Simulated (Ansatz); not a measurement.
Ansatz (a program for electronic structure) input:

Ansatz 0.2 input:
```yaml
crystal:
  lattice:
    - [8.2043752231, 0.0, 0.0]
    - [0.0, 8.2043752231, 0.0]
    - [0.0, 0.0, 8.2043752231]
  atoms:
    - { symbol: Li, position: [0.625, 0.625, 0.625] }
    - { symbol: Li, position: [0.125, 0.875, 0.375] }
    - { symbol: Li, position: [0.875, 0.375, 0.125] }
    - { symbol: Li, position: [0.375, 0.125, 0.875] }
    - { symbol: Ga, position: [0.125, 0.3656937616, 0.8843062384] }
    - { symbol: Ga, position: [0.3843062384, 0.375, 0.6343062384] }
    - { symbol: Ga, position: [0.375, 0.6343062384, 0.3843062384] }
    - { symbol: Ga, position: [0.1156937616, 0.625, 0.1343062384] }
    - { symbol: Ga, position: [0.625, 0.1343062384, 0.1156937616] }
    - { symbol: Ga, position: [0.8843062384, 0.125, 0.3656937616] }
    - { symbol: Ga, position: [0.875, 0.8656937616, 0.6156937616] }
    - { symbol: Ga, position: [0.6156937616, 0.875, 0.8656937616] }
    - { symbol: Ga, position: [0.6343062384, 0.3843062384, 0.375] }
    - { symbol: Ga, position: [0.1343062384, 0.1156937616, 0.625] }
    - { symbol: Ga, position: [0.3656937616, 0.8843062384, 0.125] }
    - { symbol: Ga, position: [0.8656937616, 0.6156937616, 0.875] }
    - { symbol: Ga, position: [0.9964813712, 0.9964813712, 0.9964813712] }
    - { symbol: Ga, position: [0.7535186288, 0.2464813712, 0.7464813712] }
    - { symbol: Ga, position: [0.5035186288, 0.0035186288, 0.4964813712] }
    - { symbol: Ga, position: [0.7464813712, 0.7535186288, 0.2464813712] }
    - { symbol: Ga, position: [0.4964813712, 0.5035186288, 0.0035186288] }
    - { symbol: Ga, position: [0.2535186288, 0.2535186288, 0.2535186288] }
    - { symbol: Ga, position: [0.0035186288, 0.4964813712, 0.5035186288] }
    - { symbol: Ga, position: [0.2464813712, 0.7464813712, 0.7535186288] }
    - { symbol: O, position: [0.3868165835, 0.3868165835, 0.3868165835] }
    - { symbol: O, position: [0.3631834165, 0.6368165835, 0.1368165835] }
    - { symbol: O, position: [0.1131834165, 0.6131834165, 0.8868165835] }
    - { symbol: O, position: [0.1368165835, 0.3631834165, 0.6368165835] }
    - { symbol: O, position: [0.8868165835, 0.1131834165, 0.6131834165] }
    - { symbol: O, position: [0.8631834165, 0.8631834165, 0.8631834165] }
    - { symbol: O, position: [0.6131834165, 0.8868165835, 0.1131834165] }
    - { symbol: O, position: [0.6368165835, 0.1368165835, 0.3631834165] }
    - { symbol: O, position: [0.1187714957, 0.1270995762, 0.3844801381] }
    - { symbol: O, position: [0.6229004238, 0.3687714957, 0.1344801381] }
    - { symbol: O, position: [0.3812285043, 0.8729004238, 0.8844801381] }
    - { symbol: O, position: [0.8770995762, 0.6312285043, 0.6344801381] }
    - { symbol: O, position: [0.6187714957, 0.3729004238, 0.6155198619] }
    - { symbol: O, position: [0.1229004238, 0.1312285043, 0.8655198619] }
    - { symbol: O, position: [0.8812285043, 0.6270995762, 0.1155198619] }
    - { symbol: O, position: [0.3770995762, 0.8687714957, 0.3655198619] }
    - { symbol: O, position: [0.3844801381, 0.1187714957, 0.1270995762] }
    - { symbol: O, position: [0.1344801381, 0.6229004238, 0.3687714957] }
    - { symbol: O, position: [0.8844801381, 0.3812285043, 0.8729004238] }
    - { symbol: O, position: [0.6344801381, 0.8770995762, 0.6312285043] }
    - { symbol: O, position: [0.6155198619, 0.6187714957, 0.3729004238] }
    - { symbol: O, position: [0.8655198619, 0.1229004238, 0.1312285043] }
    - { symbol: O, position: [0.1155198619, 0.8812285043, 0.6270995762] }
    - { symbol: O, position: [0.3655198619, 0.3770995762, 0.8687714957] }
    - { symbol: O, position: [0.6312285043, 0.6344801381, 0.8770995762] }
    - { symbol: O, position: [0.1270995762, 0.3844801381, 0.1187714957] }
    - { symbol: O, position: [0.3687714957, 0.1344801381, 0.6229004238] }
    - { symbol: O, position: [0.8729004238, 0.8844801381, 0.3812285043] }
    - { symbol: O, position: [0.1312285043, 0.8655198619, 0.1229004238] }
    - { symbol: O, position: [0.6270995762, 0.1155198619, 0.8812285043] }
    - { symbol: O, position: [0.8687714957, 0.3655198619, 0.3770995762] }
    - { symbol: O, position: [0.3729004238, 0.6155198619, 0.6187714957] }
kpoints:
  mp_grid: { grid: [3, 3, 3] }
  band_path:
    path:
      - [[0.0, 0.0, 0.0], [0.0, 0.5, 0.0], [0.5, 0.5, 0.0], [0.0, 0.0, 0.0], [0.5, 0.5, 0.5], [0.0, 0.5, 0.0]]  # Γ-X-M-Γ-R-X
      - [[0.5, 0.5, 0.5], [0.5, 0.5, 0.0]]  # R-M
      - [VBM, CBM]
    npoints: 12
hamiltonian:
  xc: r2scan
  pseudopotentials: { kind: paw }
magnetization: { noncollinear: true, spin_orbit: true }
scf:
  n_extra_bands: 112
  convergence: { dr2_threshold: 0.0000000001 }
  occupations: { method: gaussian, width: 0.01 }
checkpoint: { write: soc.run }
output: { eigenvalues: true }
```

Output (shortened):

```
Pseudopotential: Li, paw_fr, valence charge 3
Pseudopotential: Ga, paw_fr, valence charge 13
Pseudopotential: O, paw_fr, valence charge 6
Functional definition: r2SCAN
non-collinear run that drives no moment, with spin-orbit …
Crystal: 56 atoms, lattice volume = 552.251 Å³
Basis set: ecut = 500 eV, 13949 PW (Γ), exchange–correlation on 240×240×240 points (64 copies of the dense FFT grid, shifted against one another)
Bands: 576, of which v1, the nominal top of the filled ones, is band 464 counted from 1 (463 counted from 0)
Symmetry: 24 space group operations + 24 with time reversal
k-points: 4 of 27
Projection manifold: j_resolved (fully-relativistic pseudo-atomic orbitals)
spin=Noncollinear: Resta preconditioning applied to the charge; magnetization (m_x, m_y, m_z) channels mix plain (no charge-response kernel on spin).
SCF 1 converged in 13 iterations: F = -94807.345028 eV  dr2 = 7.94e-11
concurrent solve slots: 7 of 8 are kept, ahead of what memory takes: no pass of the eigensolver takes more rounds on 7
concurrent solve slots: 7 of 8 are kept, ahead of what memory takes: no pass of the eigensolver takes more rounds on 7
concurrent solve slots: 7 of 8 are kept, ahead of what memory takes: no pass of the eigensolver takes more rounds on 7
concurrent solve slots: 7 of 8 are kept, ahead of what memory takes: no pass of the eigensolver takes more rounds on 7
concurrent solve slots: 6 of 8 are kept, ahead of what memory takes: no pass of the eigensolver takes more rounds on 6
SCF converged after 13 iterations
Magnetization: |M| = 0.0000 μB,  M = (+0.0000, +0.0000, +0.0000) μB
Absolute magnetization: 0.0000 μB (∫|m|)
  site 0: m = (+0.0000, +0.0000, +0.0000) μB, |m| = 0.0000 μB  (R = 0.85 Å)
  site 1: m = (+0.0000, +0.0000, +0.0000) μB, |m| = 0.0000 μB  (R = 0.85 Å)
  site 2: m = (+0.0000, +0.0000, +0.0000) μB, |m| = 0.0000 μB  (R = 0.85 Å)
  site 3: m = (+0.0000, +0.0000, +0.0000) μB, |m| = 0.0000 μB  (R = 0.85 Å)
  site 4: m = (+0.0000, +0.0000, +0.0000) μB, |m| = 0.0000 μB  (R = 0.80 Å)
  site 5: m = (+0.0000, +0.0000, +0.0000) μB, |m| = 0.0000 μB  (R = 0.80 Å)
  site 6: m = (+0.0000, +0.0000, +0.0000) μB, |m| = 0.0000 μB  (R = 0.80 Å)
  site 7: m = (+0.0000, +0.0000, +0.0000) μB, |m| = 0.0000 μB  (R = 0.80 Å)
  site 8: m = (+0.0000, +0.0000, +0.0000) μB, |m| = 0.0000 μB  (R = 0.80 Å)
  site 9: m = (+0.0000, +0.0000, +0.0000) μB, |m| = 0.0000 μB  (R = 0.80 Å)
  site 10: m = (+0.0000, +0.0000, +0.0000) μB, |m| = 0.0000 μB  (R = 0.80 Å)
  site 11: m = (+0.0000, +0.0000, +0.0000) μB, |m| = 0.0000 μB  (R = 0.80 Å)
  site 12: m = (+0.0000, +0.0000, +0.0000) μB, |m| = 0.0000 μB  (R = 0.80 Å)
  site 13: m = (+0.0000, +0.0000, +0.0000) μB, |m| = 0.0000 μB  (R = 0.80 Å)
  site 14: m = (+0.0000, +0.0000, +0.0000) μB, |m| = 0.0000 μB  (R = 0.80 Å)
  site 15: m = (+0.0000, +0.0000, +0.0000) μB, |m| = 0.0000 μB  (R = 0.80 Å)
  site 16: m = (+0.0000, +0.0000, +0.0000) μB, |m| = 0.0000 μB  (R = 0.77 Å)
  site 17: m = (+0.0000, +0.0000, +0.0000) μB, |m| = 0.0000 μB  (R = 0.77 Å)
  site 18: m = (+0.0000, +0.0000, +0.0000) μB, |m| = 0.0000 μB  (R = 0.77 Å)
  site 19: m = (+0.0000, +0.0000, +0.0000) μB, |m| = 0.0000 μB  (R = 0.77 Å)
  site 20: m = (+0.0000, +0.0000, +0.0000) μB, |m| = 0.0000 μB  (R = 0.77 Å)
  site 21: m = (+0.0000, +0.0000, +0.0000) μB, |m| = 0.0000 μB  (R = 0.77 Å)
  site 22: m = (+0.0000, +0.0000, +0.0000) μB, |m| = 0.0000 μB  (R = 0.77 Å)
  site 23: m = (+0.0000, +0.0000, +0.0000) μB, |m| = 0.0000 μB  (R = 0.77 Å)
  site 24: m = (+0.0000, +0.0000, +0.0000) μB, |m| = 0.0000 μB  (R = 0.78 Å)
  site 25: m = (+0.0000, +0.0000, +0.0000) μB, |m| = 0.0000 μB  (R = 0.78 Å)
  site 26: m = (+0.0000, +0.0000, +0.0000) μB, |m| = 0.0000 μB  (R = 0.78 Å)
  site 27: m = (+0.0000, +0.0000, +0.0000) μB, |m| = 0.0000 μB  (R = 0.78 Å)
  site 28: m = (+0.0000, +0.0000, +0.0000) μB, |m| = 0.0000 μB  (R = 0.78 Å)
  site 29: m = (+0.0000, +0.0000, +0.0000) μB, |m| = 0.0000 μB  (R = 0.78 Å)
  site 30: m = (+0.0000, +0.0000, +0.0000) μB, |m| = 0.0000 μB  (R = 0.78 Å)
  site 31: m = (+0.0000, +0.0000, +0.0000) μB, |m| = 0.0000 μB  (R = 0.78 Å)
  site 32: m = (+0.0000, +0.0000, +0.0000) μB, |m| = 0.0000 μB  (R = 0.77 Å)
  site 33: m = (+0.0000, +0.0000, +0.0000) μB, |m| = 0.0000 μB  (R = 0.77 Å)
  site 34: m = (+0.0000, +0.0000, +0.0000) μB, |m| = 0.0000 μB  (R = 0.77 Å)
  site 35: m = (+0.0000, +0.0000, +0.0000) μB, |m| = 0.0000 μB  (R = 0.77 Å)
  site 36: m = (+0.0000, +0.0000, +0.0000) μB, |m| = 0.0000 μB  (R = 0.77 Å)
  site 37: m = (+0.0000, +0.0000, +0.0000) μB, |m| = 0.0000 μB  (R = 0.77 Å)
  site 38: m = (+0.0000, +0.0000, +0.0000) μB, |m| = 0.0000 μB  (R = 0.77 Å)
  site 39: m = (+0.0000, +0.0000, +0.0000) μB, |m| = 0.0000 μB  (R = 0.77 Å)
  site 40: m = (+0.0000, +0.0000, +0.0000) μB, |m| = 0.0000 μB  (R = 0.77 Å)
  site 41: m = (+0.0000, +0.0000, +0.0000) μB, |m| = 0.0000 μB  (R = 0.77 Å)
  site 42: m = (+0.0000, +0.0000, +0.0000) μB, |m| = 0.0000 μB  (R = 0.77 Å)
  site 43: m = (+0.0000, +0.0000, +0.0000) μB, |m| = 0.0000 μB  (R = 0.77 Å)
  site 44: m = (+0.0000, +0.0000, +0.0000) μB, |m| = 0.0000 μB  (R = 0.77 Å)
  site 45: m = (+0.0000, +0.0000, +0.0000) μB, |m| = 0.0000 μB  (R = 0.77 Å)
  site 46: m = (+0.0000, +0.0000, +0.0000) μB, |m| = 0.0000 μB  (R = 0.77 Å)
  site 47: m = (+0.0000, +0.0000, +0.0000) μB, |m| = 0.0000 μB  (R = 0.77 Å)
  site 48: m = (+0.0000, +0.0000, +0.0000) μB, |m| = 0.0000 μB  (R = 0.77 Å)
  site 49: m = (+0.0000, +0.0000, +0.0000) μB, |m| = 0.0000 μB  (R = 0.77 Å)
  site 50: m = (+0.0000, +0.0000, +0.0000) μB, |m| = 0.0000 μB  (R = 0.77 Å)
  site 51: m = (+0.0000, +0.0000, +0.0000) μB, |m| = 0.0000 μB  (R = 0.77 Å)
  site 52: m = (+0.0000, +0.0000, +0.0000) μB, |m| = 0.0000 μB  (R = 0.77 Å)
  site 53: m = (+0.0000, +0.0000, +0.0000) μB, |m| = 0.0000 μB  (R = 0.77 Å)
  site 54: m = (+0.0000, +0.0000, +0.0000) μB, |m| = 0.0000 μB  (R = 0.77 Å)
  site 55: m = (+0.0000, +0.0000, +0.0000) μB, |m| = 0.0000 μB  (R = 0.77 Å)
Free energy (F): -94807.345028 eV
Harris-Foulkes:  -94807.345028 eV  (|F-HF|=1.02e-10)
Internal energy: -94807.345028 eV  (E = F + TS)
E sigma→0 (E₀):  -94807.345028 eV
Fermi energy:    9.359975 eV
--- Per-component energies (eV) ---
  E_band       = -989.291923
  E_kinetic    = 8081.081807
  E_local      = -46513.213700  (includes V_loc(G=0)·N_el)
  E_nonlocal   = 10117.041095
  E_hartree    = 20881.939466
  E_xc         = -3617.064205
  E_vxc        = -4599.100943  (∫ρ·V_xc dr)
  E_paw        = -45453.726504  (= ΣΔE_a)
  E_vpaw       = -10115.065230  (= ΣTr[D̂ρ^β])
  E_aug_tail   = 0.031668  (compensation charges beyond the density's cutoff)
  E_vtau       = 276.053827  (kinetic-family band-sum trace: ∫τ·v_τ [+ j·A + Jᵃ·Aᵃ] dr)
  E_ewald      = -38289.622591
  E_core_change = -13.812065  (= ΣΔE_core)
  E_smearing   =  0.000000  (= −TS)
  E_closure    =  0.000000  (closes the sum)
  Σ components = -94807.345028   (vs F -94807.345028, Δ=0.00e0)
--- Band table (eV) ---
  k-point 0: bands = ["-35.6164", "-35.6164", "-35.6164", "-35.6164", "-35.6164", "-35.6164", "-35.6164", "-35.6164", "-11.9848", "-11.9848", "-11.3707", "-11.3707", "-11.3706", "-11.3706", "-11.3706", "-11.3706", "-11.0095", "-11.0095", "-11.0084", …
  k-point 1: bands = ["-35.6164", "-35.6164", "-35.6164", "-35.6164", "-35.6164", "-35.6164", "-35.6164", "-35.6164", "-11.8884", "-11.8884", "-11.6392", "-11.6391", "-11.3151", "-11.3146", "-11.1881", "-11.1872", "-11.1800", "-11.1796", "-11.0394", …
  k-point 2: bands = ["-35.6164", "-35.6164", "-35.6164", "-35.6164", "-35.6164", "-35.6164", "-35.6164", "-35.6164", "-11.8012", "-11.8011", "-11.6304", "-11.6304", "-11.4442", "-11.4441", "-11.3248", "-11.3245", "-11.0748", "-11.0747", "-10.9828", …
  k-point 3: bands = ["-35.6164", "-35.6164", "-35.6164", "-35.6164", "-35.6164", "-35.6164", "-35.6164", "-35.6164", "-11.7220", "-11.7219", "-11.5946", "-11.5944", "-11.4787", "-11.4784", "-11.3941", "-11.3938", "-11.0939", "-11.0939", "-11.0324", …
  device         0  57.87 GiB
```

Space group P4_332. The workflow started from an entry of the Crystallography Open Database (COD). Its standing as an ambient phase is unchecked. The cell was relaxed with r²SCAN under the symmetry of its start; its stability against distortions is not shown here.

Potentials: the later of the program's two PAW sets.

Ansatz is a plane-wave DFT program.
